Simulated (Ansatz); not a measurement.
A generated cell, not matched to a known phase here, of TaSi: I4₁md (No. 109), tI8; a = 3.387 Å, b = 3.387 Å, c = 11.612 Å, α = 90.00°, β = 90.00°, γ = 90.00°; Ta 4a (0.000, 0.000, 0.750); Si 4a (0.000, 0.000, 0.166). Method: PBEsol (plane waves to 420 eV, PAW, scalar-relativistic; Ansatz, a quantum-chemistry and plane-wave program). Element references, the lowest calculated here: Si (Fd-3m), Ta (Im-3m).

### Question
What formation energy of this I4₁md form of TaSi from the elements does PBEsol give?

### Answer
-0.19 eV/atom.

### Question
How does this cell stand against the other phases calculated?

### Answer
It lies 0.45 eV/atom above their hull: TaSi → 0.29 TaSi2 + 0.14 Ta5Si3 (TaSi2 P6₄22, Ta5Si3 I4/mcm) releases that much. A lower structure of this composition may exist.

This is the hull of the energies calculated here, no anion corrections; phases that were not calculated are missing from it. Values are rounded to 0.01 eV/atom. Not shown to be the ambient phase of their composition (a lower form may be missing, and a cell relaxed within its start's symmetry can be a saddle point): TaSi (I4₁md). Spin-orbit coupling is missing from these energies, which matters for elements this heavy. The compounds carry no spin polarisation.
